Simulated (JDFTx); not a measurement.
TiB2(0001) slab cut from bulk TiB2 (space group P6/mmm, indices of the conventional cell, lattice of the Materials Project entry mp-1145, not re-optimised): 8 atoms in 5 planes, a 1x1 cell of 7.93 Å² (|a| = 3.026, |b| = 3.026 Å), 6.5 Å between the outermost planes, B outermost, slab composition Ti2B6, cell height 22.5 Å, 8×8×1 k mesh, Fermi smearing 0.01 Ha, no spin polarisation. Whether this polymorph is the ambient one wasn't checked. Neither spin polarisation nor a larger cell was tried.

Computed with JDFTx (a modified build): PBE, GBRV ultrasoft potentials, plane waves to 20/100 Ha. Vacuum. The outer atoms relax from bulk positions, keeping the cell's symmetry; the lattice is not PBE's own optimum in this code, and that strain can shift the moves by a few hundredths of an ångström. Input:

```
lattice \
  5.7181787644 -2.8590893917 0.0000000000 \
  0.0000000000 4.9520880832 0.0000000000 \
  0.0000000000 0.0000000000 42.5188378041
coords-type Lattice
ion B 0.6666666670 0.3333333330 -0.1435008890 1
ion B 0.3333333330 0.6666666670 -0.1435008890 1
ion B 0.6666666670 0.3333333330 0.0000000000 0
ion B 0.3333333330 0.6666666670 0.0000000000 0
ion B 0.6666666670 0.3333333330 0.1435008890 1
ion B 0.3333333330 0.6666666670 0.1435008890 1
ion Ti 0.0000000000 0.0000000000 -0.0717504440 0
ion Ti 0.0000000000 0.0000000000 0.0717504440 0
ion-species pseudo/b_pbe_v1.4.upf
ion-species pseudo/ti_pbe_v1.4.upf
elec-cutoff 20 100
elec-ex-corr gga-PBE
coulomb-interaction Slab 001
coulomb-truncation-embed 0 0 0
kpoint-folding 8 8 1
elec-smearing Fermi 0.01
lcao-params 10
elec-n-bands 28
electronic-scf nIterations 100 energyDiffThreshold 1e-07
ionic-minimize nIterations 10 energyDiffThreshold 1e-5 knormThreshold 4e-4
dump-name vac.$VAR
dump End State Ecomponents EigStats BandEigs Forces ElecDensity IonicPositions Fillings Kpoints Dtot
```

Problem. How far do the free atoms of the upper face move along the normal, and how much energy is released?

Solution. B (atom 5) -0.09 Å, B (atom 6) -0.09 Å (positive: outward). The free energy falls by 0.081 eV per cell, 81 mJ/m².
